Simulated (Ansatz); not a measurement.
Te4Mo3:
```
Te4Mo3
1.0
    5.18553     2.99387     3.97478
   -5.18553     2.99387     3.97478
    0.00000    -5.98774     3.97478
Te Mo
8 6
Direct
  0.28503   0.28503   0.28503
  0.71497   0.71497   0.71497
  0.88453   0.61744   0.23708
  0.11547   0.38256   0.76292
  0.23708   0.88453   0.61744
  0.76292   0.11547   0.38256
  0.61744   0.23708   0.88453
  0.38256   0.76292   0.11547
  0.95326   0.24998   0.08183
  0.04674   0.75002   0.91817
  0.08183   0.95326   0.24998
  0.91817   0.04674   0.75002
  0.24998   0.08183   0.95326
  0.75002   0.91817   0.04674
```

Relaxed with r²SCAN.

Give the Bader charges and basin volumes of the independent atoms, the program Ansatz at the r²SCAN level (PAW).



| atom | Bader charge (e) | Bader volume (Å³) |
|---|---|---|
| Te1 | -0.35 | 36.9 |
| Te3 | -0.47 | 34.1 |
| Mo9 | +0.58 | 15.3 |

Space group R-3. The first step of the workflow began from a Materials Project structure, measured or hypothetical; the Crystallography Open Database files this formula in space group No. 148, but the cells were not matched. Whether it is the stable phase at ambient conditions was not checked. The r²SCAN relaxation kept the symmetry of its start; whether a distortion lowers the energy is not shown. No spin polarisation was allowed. Spin–orbit coupling is left out wherever it is not named.

Potentials: the later of the program's two PAW sets.
